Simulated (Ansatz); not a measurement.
The start is a randomly generated symmetric cell of SnTe (space group No. 65). The structure is fully relaxed (lattice and positions, P = 0) with r2SCAN (plane waves to 500 eV, PAW, scalar-relativistic; Ansatz, an electronic-structure program). The first steps use a 7×7×5 k-mesh.

Initial structure:
```yaml
crystal:
  lattice:
    - [3.36907, -3.40930, 0.00000]
    - [3.36907, 3.40930, 0.00000]
    - [0.00000, 0.00000, 7.35501]
  atoms:
    - { symbol: Sn, position: [0.50000, 0.50000, 0.20454] }
    - { symbol: Sn, position: [0.50000, 0.50000, 0.79546] }
    - { symbol: Te, position: [0.00000, 0.00000, 0.50000] }
    - { symbol: Te, position: [0.50000, 0.50000, 0.50000] }
```

```yaml
initial_pressure: "+18.2 GPa (positive: the cell is compressed)"
largest_initial_force: 13.01 eV/Å, on Sn1, Sn2 (atoms numbered as listed)
outcome: The space group goes from Cmmm (No. 65) to P4/mmm (No. 123), with 4 atoms in the primitive cell
energy_released: about 1.75 eV/atom
volume_change: -3.3 %, from 42.24 to 40.86 Å³/atom
Shortest distances (start → end): "The closest pairs of elements (up to four, under 3.6 Å), start → end: Sn–Te 2.17 → 3.05 Å; Sn–Sn 3.01 → 2.76 Å; Te–Te 3.37 → 3.04 Å"
optimiser_moves: 17
```

It ends as:

Space group P4/mmm (No. 123); a = b = 4.2957 Å, c = 8.8560 Å, α = β = γ = 90.00°

| atom | site | symmetry | x | y | z |
|---|---|---|---|---|---|
| Sn | 2h | 4mm | 0.5000 | 0.5000 | 0.1558 |
| Te | 1b | 4/mmm | 0.0000 | 0.0000 | 0.5000 |
| Te | 1d | 4/mmm | 0.5000 | 0.5000 | 0.5000 |

Final values are on a 11×11×6 k-mesh of the relaxed cell. No spin polarisation in the result.

The run could not lose the symmetry of its start, so the end can be a saddle point.

The relaxed structure here is a generated cell of SnTe: the first start was made by a random draw of sites in a space group, and the end was not matched to a known phase here, so it may be hypothetical. Known forms of SnTe include space group No. 225.
